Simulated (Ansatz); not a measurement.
Li:
```
CELL_PARAMETERS angstrom
      0.00000     2.18757     2.18757
      2.18757     0.00000     2.18757
      2.18757     2.18757     0.00000
ATOMIC_POSITIONS crystal
  Li 0.00000 0.00000 0.00000
```

Relaxed with r²SCAN. Special points in fractions of this cell's reciprocal vectors: Γ (0.000, 0.000, 0.000); X (0.500, 0.000, 0.500); U (0.625, 0.250, 0.625); K (0.375, 0.375, 0.750); L (0.500, 0.500, 0.500); W (0.500, 0.250, 0.750).

List the band energies nearest the Fermi level at these points for the program Ansatz at the r²SCAN level (PAW).

In eV from the Fermi level; about four levels below and three above (degenerate sets whole), none deeper than 8.9 eV; … stands for higher levels left out; points with the same levels are listed once.

```json
[
 {"k": "Γ", "below": "-3.86", "above": "…"},
 {"k": "X", "below": "–", "above": "1.71 …"},
 {"k": "U", "below": "–", "above": "2.75 …"},
 {"k": "L", "below": "–", "above": "0.04 …"},
 {"k": "W", "below": "–", "above": "…"}
]
```

Space group Fm-3m (fcc (Cu type)). The first step of the workflow began from a Materials Project structure, measured or hypothetical; the Crystallography Open Database files this formula in space group No. 225, but the cells were not matched. It is not the phase usual at ambient conditions (space group No. 229). Symmetry was held in the r²SCAN relaxation; its stability against distortions is not shown here.

Potentials: the earlier of the program's two PAW sets.
